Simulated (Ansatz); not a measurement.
Nb3Au:
```yaml
crystal:
  lattice:
    - [1.74032, -2.19076, 0.00000]
    - [1.74032, 2.19076, 0.00000]
    - [0.00000, 0.00000, 9.29545]
  atoms:
    - { symbol: Nb, position: [0.50000, 0.50000, 0.75186] }
    - { symbol: Nb, position: [0.50000, 0.50000, 0.24814] }
    - { symbol: Nb, position: [0.00000, 0.00000, 0.50000] }
    - { symbol: Au, position: [0.00000, 0.00000, 0.00000] }
```

Relaxed with r²SCAN. Special points in fractions of this cell's reciprocal vectors: Γ (0.000, 0.000, 0.000); Y (-0.500, 0.500, 0.000); C0 (-0.408, 0.592, 0.000); Σ0 (0.408, 0.408, 0.000); Z (0.000, 0.000, 0.500); A0 (0.408, 0.408, 0.500); E0 (-0.408, 0.592, 0.500); T (-0.500, 0.500, 0.500); S (0.000, 0.500, 0.000); R (0.000, 0.500, 0.500).

### Question
List the band energies nearest the Fermi level at these points for the program Ansatz at the r²SCAN with spin–orbit coupling level (PAW).

### Answer
In eV from the Fermi level; about four levels below and three above (degenerate sets whole), none deeper than 8.9 eV; points with the same levels are listed once.

```csv
k,below,above
Γ,-0.85 -0.85 -0.79 -0.79,0.50 0.50 1.29 1.29
Y,-1.30 -1.30 -0.30 -0.30,1.74 1.74 1.90 1.90
C0,-1.36 -1.36 -0.85 -0.85,1.74 1.74 1.97 1.97
Z,-0.91 -0.91 -0.46 -0.46,0.38 0.38 0.52 0.52
A0,-0.65 -0.65 -0.09 -0.09,0.34 0.34 0.56 0.56
T,-0.70 -0.70 -0.44 -0.44,1.03 1.03 2.18 2.18
S,-1.37 -1.37 -1.24 -1.24,0.15 0.15 0.97 0.97
R,-1.07 -1.07 -0.01 -0.01,0.20 0.20 0.91 0.91
```

Space group Cmmm. The workflow started from a Materials Project entry (that database holds measured and hypothetical structures alike); the Crystallography Open Database copy checked does not list it. COD files the formula under space group No. 223. With Nb and Au taken as one species the cell has the higher symmetry I4/mmm, so it may be an ordered model of a mixed-site phase. Whether it is the stable phase at ambient conditions was not checked. The cell was relaxed with r²SCAN under the symmetry of its start; whether a distortion lowers the energy is not shown. No spin polarisation was allowed.

Potentials: the later of the program's two PAW sets.
